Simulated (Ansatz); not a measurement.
CuI (zinc blende, F-43m), DFT-r²SCAN in the program Ansatz with PAW potentials. The conduction-band minimum lies at Γ, with 1 equivalent valley. Second derivatives d²E/dk² of the lowest band at one valley (eV·Å²), along Cartesian directions:

| direction | d²E/dk² |
|---|---|
| [100] | 42.10 |
| [010] | 42.10 |
| [001] | 42.10 |
| [110] | 42.07 |
| [101] | 42.07 |
| [011] | 42.07 |

Problem. Find the principal effective masses, the density-of-states mass and the conductivity mass.

Solution. Off-diagonal terms follow from H_xy = H[110] − (H_xx + H_yy)/2, and m*/mₑ = 7.620 eV·Å² over each eigenvalue: 0.18, 0.18, 0.18. One valley's DOS mass (m₁m₂m₃)^(1/3) = 0.18, conductivity mass 3/(Σ 1/mᵢ) = 0.18 mₑ.

Problem. What effective density of states Nc follows at 300 K for parabolic valleys?

Solution. Nc = 2.509e19 × 1 × (0.18)^(3/2) ≈ 1.9e18 cm⁻³.

Problem. With the computed static dielectric constant 7.07 (mean of the diagonal), estimate a hydrogenic donor's binding energy and radius.

Solution. E = 13.606 eV × 0.18/7.07² ≈ 49 meV; a = 0.529 Å × ε/m* ≈ 21 Å. Semilocal masses tend to be too small when the gap is underestimated.

Problem. With ε∞ = 5.71 and ω_LO = 144 cm⁻¹, what Fröhlich coupling constant follows?

Solution. α = (1/ε∞ − 1/ε0) √(m* × 13.606 eV/ħω_LO) = 0.40.

The cell was relaxed with r²SCAN under the symmetry of its start. No spin polarisation was allowed. Scalar-relativistic: spin–orbit coupling is off unless named, which matters more the heavier the elements.

Potentials: the earlier of the program's two PAW sets. The files were generated under PBE; for other functionals the program regenerates the frozen cores, and for LDA and PBEsol the local potential too.
